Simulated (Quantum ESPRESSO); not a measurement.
Si6AsGa, input and log of a self-consistent run

Simulated, not a measurement. The program is pw.x of Quantum ESPRESSO 7.5 (plane-wave density functional theory). The cell is made up: 8 atoms on a zincblende/diamond lattice, with randomly drawn elements, strain and displacements, not relaxed. PseudoDojo standard norm-conserving files (v0.5 for PBE, v0.4.1 for LDA and PBEsol) set the functional; there is no spin polarisation, spin-orbit coupling or dispersion term, and the masses in the input are unused placeholders.

Input:

```
&control calculation='scf', pseudo_dir='./dojo.nc.sr.pbe.v0_5.standard.upf', outdir='./o', disk_io='low', tprnfor=.true., tstress=.true. /
&system ibrav=0, nat=8, ntyp=3, nbnd=36, ecutwfc=84.00895049, nosym=.true., tot_charge=0,
 occupations='smearing', smearing='fd', degauss=0.0073498644
/
&electrons conv_thr=7.350e-09, electron_maxstep=60, /
ATOMIC_SPECIES
As 1.0 As.upf
Ga 1.0 Ga.upf
Si 1.0 Si.upf
CELL_PARAMETERS angstrom
5.6144 0.0 0.0
0.0 5.6144 0.0
0.0 0.0 5.6144
ATOMIC_POSITIONS angstrom
Si -0.0427 0.1409 -0.0725
As 0.0584 2.8701 2.8403
Si 2.8133 0.0408 2.6963
Ga 2.6963 2.7425 -0.1309
Si 1.4532 1.4543 1.4328
Si 1.4754 4.2611 4.1564
Si 4.1734 1.3715 4.2078
Si 4.2227 4.2629 1.538
K_POINTS automatic
6 6 6 1 1 1
```

The log is shortened where brackets say so; the opening notice, blank lines, dates and the lines on written files are dropped, and the path of the files is cut. It prints rydbergs, bohrs and kilobars, and counts compression as positive stress.

```
     Program PWSCF v.7.5
     Parallel version (MPI & OpenMP), running on       4 processor cores
     Number of MPI processes:                 4
     Threads/MPI process:                     1
     [start-up lines left out]
     bravais-lattice index     =            0
     lattice parameter (alat)  =      10.6097  a.u.
     unit-cell volume          =    1194.2814 (a.u.)^3
     number of atoms/cell      =            8
     number of atomic types    =            3
     number of electrons       =        52.00
     number of Kohn-Sham states=           36
     kinetic-energy cutoff     =      84.0090  Ry
     charge density cutoff     =     336.0358  Ry
     scf convergence threshold =      7.3E-09
     mixing beta               =       0.7000
     number of iterations used =            8  plain     mixing
     Exchange-correlation= PBE
                           (   1   4   3   4   0   0   0)
     [axes and pseudopotential details left out]
   Cartesian axes
     site n.     atom                  positions (alat units)
         1        Si     tau(   1) = (  -0.0076054   0.0250962  -0.0129132  )
         2        As     tau(   2) = (   0.0104018   0.5112033   0.5058956  )
         3        Si     tau(   3) = (   0.5010865   0.0072670   0.4802472  )
         4        Ga     tau(   4) = (   0.4802472   0.4884761  -0.0233150  )
         5        Si     tau(   5) = (   0.2588344   0.2590304   0.2552009  )
         6        Si     tau(   6) = (   0.2627885   0.7589591   0.7403106  )
         7        Si     tau(   7) = (   0.7433386   0.2442826   0.7494657  )
         8        Si     tau(   8) = (   0.7521195   0.7592797   0.2739384  )
     number of k points=   108  Fermi-Dirac smearing, width (Ry)=  0.0073
     Number of k-points >= 100: set verbosity='high' to print them.
     Dense  grid:   124289 G-vectors     FFT dimensions: (  64,  64,  64)
     Estimated max dynamical RAM per process >     389.09 MB
     Estimated total dynamical RAM >       1.43 GB
     Initial potential from superposition of free atoms
     starting charge      51.9934, renormalised to      52.0000
     Starting wfcs are   42 randomized atomic wfcs
     total cpu time spent up to now is        7.4 secs
     per-process dynamical memory:   336.3 Mb
     Self-consistent Calculation
     iteration #  1     ecut=    84.01 Ry     beta= 0.70
     Davidson diagonalization with overlap
     ethr =  1.00E-02,  avg # of iterations =  3.9
     Threshold (ethr) on eigenvalues was too large:
     Diagonalizing with lowered threshold
     Davidson diagonalization with overlap
     ethr =  3.79E-04,  avg # of iterations =  5.7
     total cpu time spent up to now is       46.4 secs
     total energy              =    -415.74506216 Ry
     estimated scf accuracy    <       0.21465376 Ry
     iteration #  2     ecut=    84.01 Ry     beta= 0.70
     Davidson diagonalization with overlap
     ethr =  4.13E-04,  avg # of iterations =  2.2
     total cpu time spent up to now is       62.4 secs
     total energy              =    -415.75065246 Ry
     estimated scf accuracy    <       0.06448248 Ry
     iteration #  3     ecut=    84.01 Ry     beta= 0.70
     Davidson diagonalization with overlap
     ethr =  1.24E-04,  avg # of iterations =  3.2
     total cpu time spent up to now is       80.0 secs
     total energy              =    -415.76912947 Ry
     estimated scf accuracy    <       0.02564229 Ry
     iteration #  4     ecut=    84.01 Ry     beta= 0.70
     Davidson diagonalization with overlap
     ethr =  4.93E-05,  avg # of iterations =  3.2
     total cpu time spent up to now is       96.6 secs
     total energy              =    -415.77367698 Ry
     estimated scf accuracy    <       0.00028479 Ry
     iteration #  5     ecut=    84.01 Ry     beta= 0.70
     Davidson diagonalization with overlap
     c_bands:  1 eigenvalues not converged
     c_bands:  1 eigenvalues not converged
     ethr =  5.48E-07,  avg # of iterations = 10.7
     total cpu time spent up to now is      124.4 secs
     total energy              =    -415.77380746 Ry
     estimated scf accuracy    <       0.00012017 Ry
     iteration #  6     ecut=    84.01 Ry     beta= 0.70
     Davidson diagonalization with overlap
     ethr =  2.31E-07,  avg # of iterations =  2.4
     total cpu time spent up to now is      140.6 secs
     total energy              =    -415.77383283 Ry
     estimated scf accuracy    <       0.00001202 Ry
     iteration #  7     ecut=    84.01 Ry     beta= 0.70
     Davidson diagonalization with overlap
     ethr =  2.31E-08,  avg # of iterations =  2.0
     total cpu time spent up to now is      156.4 secs
     total energy              =    -415.77383523 Ry
     estimated scf accuracy    <       0.00000066 Ry
     iteration #  8     ecut=    84.01 Ry     beta= 0.70
     Davidson diagonalization with overlap
     ethr =  1.27E-09,  avg # of iterations =  3.9
     total cpu time spent up to now is      173.6 secs
     total energy              =    -415.77383549 Ry
     estimated scf accuracy    <       0.00000013 Ry
     iteration #  9     ecut=    84.01 Ry     beta= 0.70
     Davidson diagonalization with overlap
     ethr =  2.59E-10,  avg # of iterations =  2.0
     total cpu time spent up to now is      188.9 secs
     total energy              =    -415.77383552 Ry
     estimated scf accuracy    <       0.00000002 Ry
     iteration # 10     ecut=    84.01 Ry     beta= 0.70
     Davidson diagonalization with overlap
     ethr =  3.75E-11,  avg # of iterations =  2.2
     total cpu time spent up to now is      204.1 secs
     End of self-consistent calculation
     Number of k-points >= 100: set verbosity='high' to print the bands.
     the Fermi energy is     6.5665 ev
!    total energy              =    -415.77383553 Ry
     estimated scf accuracy    <          1.8E-09 Ry
     smearing contrib. (-TS)   =      -0.00215406 Ry
     internal energy E=F+TS    =    -415.77168147 Ry
     The total energy is F=E-TS. E is the sum of the following terms:
     one-electron contribution =    -247.50371931 Ry
     hartree contribution      =     150.36357180 Ry
     xc contribution           =    -107.65530078 Ry
     ewald contribution        =    -210.97623318 Ry
     convergence has been achieved in  10 iterations
     Forces acting on atoms (cartesian axes, Ry/au):
     atom    1 type  3   force =     0.03361705   -0.05499574    0.04552341
     atom    2 type  1   force =    -0.01709228   -0.01569419    0.00503838
     atom    3 type  3   force =     0.00104724   -0.00106860    0.04578047
     atom    4 type  2   force =     0.03868023    0.02816518    0.03835782
     atom    5 type  3   force =    -0.02241963   -0.01010902   -0.04543115
     atom    6 type  3   force =    -0.00919124    0.04699744    0.02873865
     atom    7 type  3   force =    -0.01767493    0.01601867   -0.01619648
     atom    8 type  3   force =    -0.00696644   -0.00931376   -0.10181110
     Total force =     0.172539     Total SCF correction =     0.000211
     Computing stress (Cartesian axis) and pressure
          total   stress  (Ry/bohr**3)                   (kbar)     P=      -17.34
  -0.00011746  -0.00015860   0.00003833          -17.28      -23.33        5.64
  -0.00015860  -0.00011298  -0.00005680          -23.33      -16.62       -8.35
   0.00003833  -0.00005680  -0.00012312            5.64       -8.35      -18.11
     init_run     :      7.07s CPU      7.24s WALL (       1 calls)
     electrons    :    195.41s CPU    196.73s WALL (       1 calls)
     forces       :      2.90s CPU      2.97s WALL (       1 calls)
     stress       :      9.15s CPU      9.44s WALL (       1 calls)
     [timing details left out]
     PWSCF        :   3m34.84s CPU   3m36.78s WALL
     JOB DONE.
```

In other units: free energy -5656.891 eV for the cell, pressure -1.73 GPa, largest force component 2.618 eV/Å. A rerun of a related cell, with the same atoms placed differently, at 1437 eV and a 8 x 8 x 8 mesh moved values by no more than 0.002 eV in energy, 0.03 GPa in stress and 0.009 eV/Å in force.